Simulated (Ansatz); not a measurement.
A 2-atom cell of GaAs (F-43m) from a materials database (r2SCAN geometry), in Ansatz:

```cif
data_structure
_symmetry_space_group_name_H-M 'F-43m'
_symmetry_Int_Tables_number 216
_cell_length_a 5.6662
_cell_length_b 5.6662
_cell_length_c 5.6662
_cell_angle_alpha 90.000
_cell_angle_beta 90.000
_cell_angle_gamma 90.000
_cell_volume 181.91
loop_
_atom_site_label
_atom_site_type_symbol
_atom_site_symmetry_multiplicity
_atom_site_Wyckoff_symbol
_atom_site_fract_x
_atom_site_fract_y
_atom_site_fract_z
_atom_site_occupancy
Ga1 Ga 4 a 0.00000 0.00000 0.00000 1
As1 As 4 d 0.25000 0.25000 0.75000 1
```

G0W0@PBE with 336 empty bands, a screening cutoff of 220 eV and a 6×6×6 mesh (PAW, contour deformation) gives 1.062 eV over the mesh points, from a PBE gap of 0.464 eV; it sums over 350 bands with 331 plane waves in the screening and a wave cutoff of 420 eV. G0W0 values are finite-basis, finite-mesh values. (Simulation; spin polarisation is off.)

Problem. Estimate the gap with frequency model Godby-Needs pole.

Solution. 1.201 eV (+0.139 eV), from a Kohn-Sham gap of 0.464 eV.

Problem. Estimate the gap with starting point r2SCAN.

Solution. 1.351 eV (+0.289 eV), from a Kohn-Sham gap of 0.962 eV.

The runs are scalar-relativistic, without spin-orbit coupling.

With a shallow d shell on the cation, G0W0 converges slowly in bands and cutoff, so these values are in doubt.
